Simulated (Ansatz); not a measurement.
Elastic constants of Na$_{3}$SF at 3.1 GPa (stress–strain coefficients): input and output

All numbers below come from Ansatz 0.2.0, DFT PBE, scalar-relativistic, plane waves, PAW.

Launched with:
```bash
ansatz run input.yaml --threads 1 --pin off --max-ram 1228MiB --backend cpu --events-out ev --progress --plain --runs-dir out
```

Input (bare energies are in eV):
```yaml
crystal:
  lattice:
    - [4.3438, 0.0, 0.0]
    - [0.0, 4.3438, 0.0]
    - [0.0, 0.0, 4.3438]
  atoms:
    - { symbol: S, position: [0.0, 0.0, 0.0] }
    - { symbol: F, position: [0.5, 0.5, 0.5] }
    - { symbol: Na, position: [0.5, 0.5, 0.0] }
    - { symbol: Na, position: [0.5, 0.0, 0.5] }
    - { symbol: Na, position: [0.0, 0.5, 0.5] }
basis:
  ecutwfc: 420
kpoints:
  mp_grid: { grid: [6, 6, 6] }
hamiltonian:
  xc: pbe
scf:
  occupations: { method: fixed }
output:
  forces: true
  stress: true
  eigenvalues: true
elastic:
  mode: relaxed_ion
  stencil: two_point
```

From the output:
```
--- Elastic constants: 2 strain directions × 2 members + reference (group order 48) ---
  dense FFT box of the reference and of every strained cell: 30×30×30
  strains applied: 11, 23; error gains: componentwise 1.00 (the most a stress slope's error grows in a printed constant), spectral 1.73 (1 for all six strains in a standard setting)
  C = ∂σ_k/∂η_j (tension-positive GPa; Voigt order 11 22 33 23 13 12):
       107.168     20.147     20.147     -0.000     -0.000     -0.000
        20.147    107.168     20.147     -0.000     -0.000     -0.000
        20.147     20.147    107.168     -0.000     -0.000     -0.000
         0.000      0.000     -0.000     22.489      0.000     -0.000
         0.000      0.000     -0.000     -0.000     22.489     -0.000
         0.000     -0.000      0.000      0.000      0.000     22.489
  reference stress σ⁰ (GPa):     -3.132     -3.132     -3.132     -0.000      0.000     -0.000
  C* (energy form; C + prestress term) asymmetry max|C*_kj − C*_jk| = 7.105e-15 GPa — a small one proves nothing (zero by symmetry where the batch's group is 432, −43m or m−3m); a large one is finite-difference/SCF noise where every solve ...
  moduli (Voigt/Reuss/Hill, GPa): K = 49.15/49.15/49.15   G = 30.90/27.88/29.39   E = 73.51   ν = 0.251
  mechanically stable: yes (min eigenvalue of sym C = 22.49 GPa)
  strain η (Voigt 11):  stress-route row diagonal C_11 = 107.17 GPa, energy-path curvature d²(F+E_count+ΔE)/dδ²/Ω₀ = 108.21 GPa
         δ    σ_11 (GPa) F (eV) n_scf n_hpsi n_pw
    -2.000e-3      -3.3482       -6175.1853005       9   20704   1628   relax 0 steps, max|allowed force component| 1.51e-29 eV/Å
     2.000e-3      -2.9195       -6175.1916952      10   19389   1628   relax 0 steps, max|allowed force component| 2.65e-29 eV/Å
  strain η (Voigt 23):  stress-route row diagonal C_44 = 22.49 GPa, energy-path curvature d²(F+E_count+ΔE)/dδ²/Ω₀ = 24.74 GPa
         δ    σ_23 (GPa) F (eV) n_scf n_hpsi n_pw
    -2.000e-3      -0.0450       -6175.1885747      10   26069   1628   relax 0 steps, max|allowed force component| 1.63e-29 eV/Å
     2.000e-3       0.0450       -6175.1885747       9   22830   1628   relax 0 steps, max|allowed force component| 1.26e-29 eV/Å
```

The cell is the ideal cubic antiperovskite prototype; whether it is the stable structure of this composition wasn't checked.